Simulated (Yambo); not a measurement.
Yambo run on BP (zinc blende, space group F-43m, No. 216). The wavefunctions come from this Quantum ESPRESSO step (LDA, PseudoDojo standard norm-conserving files, scalar-relativistic):

```
&CONTROL
  calculation = 'nscf'
  pseudo_dir = './pseudo'
  outdir = './out'
/
&SYSTEM
  ibrav = 0
  nat = 2
  ntyp = 2
  ecutwfc = 76.0
  ecutrho = 304.0
  occupations = 'fixed'
  force_symmorphic = .true.
  nbnd = 87
/
&ELECTRONS
  conv_thr = 2e-09
  diago_full_acc = .true.
  diago_thr_init = 1e-08
/
ATOMIC_SPECIES
B 10.8100 B.upf
P 30.9738 P.upf
CELL_PARAMETERS angstrom
  0.000000000000   2.243509111000   2.243509111000
  2.243509111000   0.000000000000   2.243509111000
  2.243509111000   2.243509111000   0.000000000000
ATOMIC_POSITIONS crystal
B   0.000000000000   0.000000000000   0.000000000000
P   0.750000000000   0.750000000000   0.750000000000
K_POINTS automatic
6 6 6 0 0 0
```

Yambo input:

```
rim_cut
gw0
dyson
el_el_corr
HF_and_locXC
ppa
em1d
RandQpts= 1000000
RandGvec= 1 Ry
EXXRLvcs= 76 Ry
VXCRLvcs= 304 Ry
Chimod= "HARTREE"
% BndsRnXp
 1 | 84 |
%
NGsBlkXp= 14 Ry
% LongDrXp
 1.0 | 1.0 | 1.0 |
%
PPAPntXp= 27.2114 eV
% GbndRnge
 1 | 84 |
%
GTermKind= "BG"
DysSolver= "n"
ExtendOut
% QPkrange
 1 | 1 | 4 | 5 |
 13 | 13 | 4 | 5 |
%
```

k points by index: 1 = Γ, 13 = X.

The o-*.qp file then holds:

```
#    K-point    Band    Eo [eV]    E [eV]    E-Eo [eV]    Vxc [eV]    Vnlxc [eV]    Sc|Eo [eV]    Sc|E [eV]    dSc/dw|Eo [eV]    Re(Z)    Im(Z)
#
    1    4    0.000000    -0.717251    -0.717251    -13.31895    -15.02211    0.802967    0.985910    -6.940040    0.796785    -0.001156
    1    5    3.442035    3.628874    0.186839    -12.11823    -7.398173    -4.485971    -4.533219    -6.877774    0.798240    -0.001187
    13    4    -4.224687    -5.090821    -0.866134    -12.56582    -16.05199    2.374016    2.620030    -7.728062    0.778813    -0.001344
    13    5    1.258598    1.417234    0.158636    -11.07715    -6.695780    -4.185294    -4.222734    -6.418591    0.809139    -0.001132
```
(The two width columns are left out.) Convergence of these settings isn't established.

Geometry relaxed with LDA.
